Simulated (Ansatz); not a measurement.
# Two states of SrMnO3

```
Mn O Sr
1.0
     3.71721    0.00000    0.00000
     0.00000    3.71721    0.00000
     0.00000    0.00000    3.71721
Mn O Sr
1 3 1
Direct
  0.00000 0.00000 0.00000
  0.50000 0.00000 0.00000
  0.00000 0.50000 0.00000
  0.00000 0.00000 0.50000
  0.50000 0.50000 0.50000
```

Single point in Ansatz 0.2.0 with r2SCAN. Cutoff 500 eV, PAW datasets, 6×6×6 Γ-centred k mesh, fermi-dirac filling (width 0.1 eV).

State A: no moments (no spin polarisation). State B: Mn1 up (collinear spin).

Problem. Which state is lower, and how do they differ?

Solution. State B is lower by 326.3 meV an atom at zero smearing; in free energy at this smearing B lies -309.0 meV an atom from A.

| state | free energy (meV/atom) | largest moment in a small sphere (μB) | net moment (μB/cell) | gap on mesh (eV) | pressure (GPa) | largest force (eV/Å) |
| --- | --- | --- | --- | --- | --- | --- |
| A | 309.0 | 0.00 | 0.00 | metal | 8.5 | 0.00 |
| B | 0.0 | 2.36 | 3.02 | 0.24 | 14.9 | 0.00 |

Origin: a known structure type with other elements, at an estimated volume, so it need not be a known compound. Caveats: semilocal functionals often miss the gap of such magnets; atoms or cell far from equilibrium; the gap is not wide against the smearing; odd electron count without spin polarisation, so a magnetic state may lie lower.
